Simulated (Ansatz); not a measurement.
AlGaAs2:
```cif
data_AlAs2Ga
_chemical_formula_sum 'Ga1 As2 Al1'
_space_group_name_H-M_alt 'P 1'
_space_group_IT_number 1
_cell_length_a 4.01422
_cell_length_b 4.01422
_cell_length_c 5.66620
_cell_angle_alpha 90.000
_cell_angle_beta 90.000
_cell_angle_gamma 90.000
loop_
_space_group_symop_operation_xyz
  'x, y, z'
loop_
_atom_site_label
_atom_site_type_symbol
_atom_site_fract_x
_atom_site_fract_y
_atom_site_fract_z
_atom_site_occupancy
Ga1 Ga 0.00000 0.00000 0.00000 1
As1 As 0.50000 0.00000 0.25065 1
Al1 Al 0.50000 0.50000 0.50000 1
As2 As 0.00000 0.50000 0.74935 1
```

Relaxed with r²SCAN.

Q: Which orbitals make up the states near the band edges in r²SCAN (plane waves, PAW; program Ansatz)?

A: Top 1 eV of the valence band: As 4p 78 %, Ga 4p 11 %, Al 3p 8 %. Bottom 1 eV of the conduction band: Ga 4s 20 %, As 4p 18 %, Ga 4p 18 %, Al 3p 18 %, As 4s 14 %, outside the projected shells 10 %. Projections are on Löwdin-orthogonalised atomic valence shells; empty p or d shells of many metals are not among them.

Q: Tabulate the density of states.

A: States/eV per cell of 4 atoms, in 0.25 eV bins, energy from the valence-band maximum.

| E (eV) | total | As 4p | Ga 4p | Al 3p |
|---|---|---|---|---|
| -7.85 | 0.00 | 0.00 | 0.00 | 0.00 |
| -7.60 | 0.00 | 0.00 | 0.00 | 0.00 |
| -7.35 | 0.00 | 0.00 | 0.00 | 0.00 |
| -7.10 | 0.00 | 0.00 | 0.00 | 0.00 |
| -6.85 | 0.00 | 0.00 | 0.00 | 0.00 |
| -6.60 | 0.19 | 0.09 | 0.00 | 0.00 |
| -6.35 | 1.36 | 0.61 | 0.03 | 0.07 |
| -6.10 | 2.75 | 1.27 | 0.08 | 0.12 |
| -5.85 | 2.32 | 1.09 | 0.08 | 0.09 |
| -5.60 | 1.19 | 0.61 | 0.06 | 0.06 |
| -5.35 | 1.83 | 0.99 | 0.09 | 0.06 |
| -5.10 | 1.26 | 0.68 | 0.07 | 0.05 |
| -4.85 | 1.06 | 0.57 | 0.05 | 0.05 |
| -4.60 | 0.78 | 0.42 | 0.04 | 0.04 |
| -4.35 | 0.60 | 0.33 | 0.04 | 0.03 |
| -4.10 | 0.51 | 0.28 | 0.04 | 0.03 |
| -3.85 | 0.49 | 0.28 | 0.05 | 0.04 |
| -3.60 | 1.62 | 0.97 | 0.29 | 0.22 |
| -3.35 | 2.63 | 1.58 | 0.42 | 0.39 |
| -3.10 | 2.23 | 1.35 | 0.34 | 0.32 |
| -2.85 | 2.10 | 1.29 | 0.33 | 0.31 |
| -2.60 | 3.01 | 1.88 | 0.49 | 0.45 |
| -2.35 | 3.13 | 2.01 | 0.47 | 0.47 |
| -2.10 | 3.29 | 2.16 | 0.48 | 0.48 |
| -1.85 | 3.19 | 2.16 | 0.45 | 0.44 |
| -1.60 | 2.82 | 1.96 | 0.38 | 0.36 |
| -1.35 | 2.94 | 2.11 | 0.38 | 0.35 |
| -1.10 | 2.68 | 1.98 | 0.35 | 0.28 |
| -0.85 | 1.90 | 1.45 | 0.23 | 0.18 |
| -0.60 | 1.18 | 0.93 | 0.12 | 0.09 |
| -0.35 | 0.71 | 0.59 | 0.06 | 0.04 |
| -0.10 | 0.22 | 0.19 | 0.02 | 0.01 |
| 0.15 | 0.00 | 0.00 | 0.00 | 0.00 |
| 0.40 | 0.00 | 0.00 | 0.00 | 0.00 |
| 0.65 | 0.00 | 0.00 | 0.00 | 0.00 |
| 0.90 | 0.00 | 0.00 | 0.00 | 0.00 |
| 1.15 | 0.00 | 0.00 | 0.00 | 0.00 |
| 1.40 | 0.00 | 0.00 | 0.00 | 0.00 |
| 1.65 | 0.03 | 0.00 | 0.00 | 0.00 |
| 1.90 | 0.32 | 0.05 | 0.06 | 0.06 |
| 2.15 | 0.76 | 0.13 | 0.14 | 0.14 |
| 2.40 | 1.46 | 0.29 | 0.26 | 0.26 |
| 2.65 | 1.98 | 0.44 | 0.33 | 0.34 |
| 2.90 | 2.73 | 0.63 | 0.41 | 0.48 |
| 3.15 | 2.89 | 0.66 | 0.40 | 0.54 |
| 3.40 | 2.47 | 0.51 | 0.34 | 0.48 |
| 3.65 | 2.40 | 0.49 | 0.37 | 0.47 |
| 3.90 | 2.24 | 0.49 | 0.41 | 0.39 |
| 4.15 | 1.55 | 0.32 | 0.33 | 0.29 |
| 4.40 | 1.74 | 0.35 | 0.40 | 0.36 |
| 4.65 | 2.99 | 0.55 | 0.85 | 0.67 |
| 4.90 | 3.52 | 0.67 | 0.98 | 0.84 |
| 5.15 | 3.29 | 0.66 | 0.83 | 0.81 |
| 5.40 | 2.62 | 0.54 | 0.67 | 0.62 |
| 5.65 | 2.58 | 0.54 | 0.67 | 0.58 |
| 5.90 | 2.52 | 0.52 | 0.62 | 0.62 |
| 6.15 | 3.02 | 0.62 | 0.64 | 0.70 |

Space group P-4m2. The start of the workflow was typed in or built on a structure type; neither database checked (COD, Materials Project) lists it. Its standing as an ambient phase is unchecked. The cell was relaxed with r²SCAN under the symmetry of its start; whether a distortion lowers the energy is not shown. Scalar-relativistic: spin–orbit coupling is off unless named, which matters more the heavier the elements.

Potentials: the later of the program's two PAW sets.
